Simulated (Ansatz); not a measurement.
NbCo2 in space group P6_3/mmc (No. 194; Nb on 4f, Co on 2a, Co on 6h), PBEsol in the plane-wave PAW code Ansatz, all energies at zero smearing, with the estimated change up to a 700 eV cutoff added, with one set of potentials and settings (totals compare only within such a set). Cell of 12 atoms (4 Nb, 8 Co): -58728.141 eV.

```json
[
 {"element": "Nb", "reference phase": "Im-3m, 1 atoms in the cell", "E (eV/atom)": "-4495.4542"},
 {"element": "Co", "reference phase": "P6_3/mmc, 2 atoms in the cell, spin-polarised", "E (eV/atom)": "-5092.9959"}
]
```

Formation energy per atom, worked out: (-58728.141 − 4×(-4495.4542) − 8×(-5092.9959))/12 = -0.196 eV/atom (-19 kJ per mol of atoms), at 0 K, without zero-point energy or fitted corrections.

The first step of the workflow began from a Materials Project structure, measured or hypothetical; the Crystallography Open Database copy checked does not list it. COD files the formula under space group No. 227. Its standing as an ambient phase is unchecked. Symmetry was held in the PBEsol relaxation; its stability against distortions is not shown here. The final state is ferromagnetic, chosen from 2 collinear starts compared on coarse meshes (ties went to the first, and starts can fall back to one state), not a proven ground state. The references are the lowest solids computed at this level, not always the standard phases.

Potentials: the later of the program's two PAW sets.
